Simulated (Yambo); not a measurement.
A G0W0@PBEsol run in Yambo for PbI2 (space group P6_3mc, No. 186) (3×3×1 Γ-centred k mesh, 544 bands and a 6 Ry block in the screening, 544 bands in G with the Bruneval-Gonze terminator, plasmon pole fitted at 27.2 eV) gives these matrix elements, in eV, at the band edges (Γ → Γ):

```csv
state,E0,<Vxc>,<Σx>,<Σc(E0)>,Z
valence edge,0.000,-11.527,-13.578,1.250,0.791
conduction edge,1.476,-10.141,-7.413,-2.568,0.806
```

Solve the linearised quasiparticle equation for both states, give the gap, and say how exchange and correlation each act on it.

E = E0 + Z(Σx + Σc − Vxc). Valence: 0.000 + 0.791 × (-13.578 + (1.250) − (-11.527)) = -0.63 eV. Conduction: 1.476 + 0.806 × (-7.413 + (-2.568) − (-10.141)) = 1.60 eV. The gap is 2.24 eV, against 1.48 eV in PBEsol. Replacing Vxc by bare exchange alone would open it by 4.78 eV; correlation takes back 3.82 eV of that, and Z scales what is left. Nearest settings tried, and what they do to the gap: 348 bands in G: +4 meV; 348 bands in W, 348 bands in G: -25 meV; 3 Ry block (189 vectors against 459): -117 meV. Not varied: mesh. So the settings aren't converged at that level. The k mesh is coarse. 

The standard potential for Pb keeps a d shell in the valence without the s and p states of that shell. In tests on such compounds this moved G0W0 gaps by up to about 0.9 eV, so absolute quasiparticle energies here are unreliable; differences between settings are what counts.

Spin-orbit coupling is included.

Geometry of the Materials Project entry, not relaxed at this level; primitive cell a = 4.618 Å, b = 4.618 Å, c = 14.551 Å, α = 90.00°, β = 90.00°, γ = 120.00°.

This is not the ordinary phase of the substance.
